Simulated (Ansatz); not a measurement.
## A run on Ta3N that went wrong

The input below was meant for crystalline Ta3N, with PBE, plane waves and PAW in Ansatz.

```yaml
crystal:
  lattice:
    - [3.0322239879, 0.0, 0.0]
    - [-1.516111994, 2.6259830035, 0.0]
    - [0.0, 0.0, 7.524137]
  atoms:
    - { symbol: Ta, position: [0.0, 0.0, 0.5] }
    - { symbol: Ta, position: [0.3333333333, 0.6666666667, 0.17393] }
    - { symbol: Ta, position: [0.6666666667, 0.3333333333, 0.82607] }
    - { symbol: "N", position: [0.0, 0.0, 0.0] }
basis:
  ecutwfc: 420
kpoints:
  mp_grid: { grid: [15, 15, 6] }
hamiltonian:
  xc: pbe
  hubbard: { sites: [{ species: Fe, l: d, u_eff: 4.0 }] }
scf:
  occupations: { method: gaussian, width: 0.1 }
output:
  forces: true
  stress: true
  eigenvalues: true
```

Output, shortened:

```text
Error: inconsistent input (hamiltonian.hubbard.sites[].species, crystal.atoms): hamiltonian.hubbard: Fe is not a species of this cell
```

Task: Name the fault and the cure.

Result: The fault is a Hubbard U on a species that isn't in the cell. The entry names no atom of the cell. The cure is the entry removed.

Mended input, as a difference:

```diff
 hamiltonian:
-  hubbard: { sites: [{ species: Fe, l: d, u_eff: 4.0 }] }
```

With the mended input the run converges and gives a largest force of 0.102 eV/Å, no gap.